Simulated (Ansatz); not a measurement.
BN (wurtzite)

```xyz
8
Lattice="5.1091 0.0000 0.0000 -1.2773 2.2123 0.0000 0.0000 0.0000 4.2246" Properties=species:S:1:pos:R:3 pbc="T T T"
B      1.2773     0.7374     4.2242
B      3.8318     0.7374     4.2242
B      0.0000     1.4749     2.1119
B      2.5545     1.4749     2.1119
N      1.2773     0.7374     2.6416
N      3.8318     0.7374     2.6416
N      0.0000     1.4749     0.5293
N      2.5545     1.4749     0.5293
```

A phonon eigenvector at M = (0.5, 0.0, 0.0) is frozen into this cell: atom i moves by Q times the vector below, so Q is the largest atomic displacement, in Å. The cell is held. (q is in reciprocal vectors of the primitive cell; the cell shown is doubled to hold the pattern.)

```tsv
atom	x	y	z
B1	0.345	0.199	0.620
B2	-0.345	-0.199	-0.620
B3	-0.345	-0.199	0.620
B4	0.345	0.199	-0.620
N5	0.730	0.422	-0.537
N6	-0.730	-0.422	0.537
N7	-0.730	-0.422	-0.537
N8	0.730	0.422	0.537
```

These are PBE (plane waves to 420 eV, PAW, scalar-relativistic; Ansatz, an electronic-structure program) values and carry that method's errors. k mesh 15×15×8 (Γ-centred), Fermi-Dirac smearing 0.05 eV. E stands for the smeared free energy. BN was relaxed with its symmetry unable to fall. ΔE is measured from the undisplaced structure.

| Q (Å) | ΔE (eV/cell) |
|---|---|
| -0.100 | 1.090 |
| -0.067 | 0.481 |
| -0.033 | 0.120 |
| 0.000 | 0.000 |
| 0.033 | 0.120 |
| 0.067 | 0.481 |
| 0.100 | 1.090 |

Problem. Which DFPT wavenumber at M = (0.5, 0.0, 0.0) belongs to this mode?
(A) 859 cm⁻¹
(B) 684 cm⁻¹
(C) 478 cm⁻¹
(D) 999 cm⁻¹

Solution. A, 859 cm⁻¹. The curvature of the scan gives 859 cm⁻¹

(For displaced atoms, the force is minus the slope of the energy, and its curvature is a force constant, which sets phonon frequencies.)
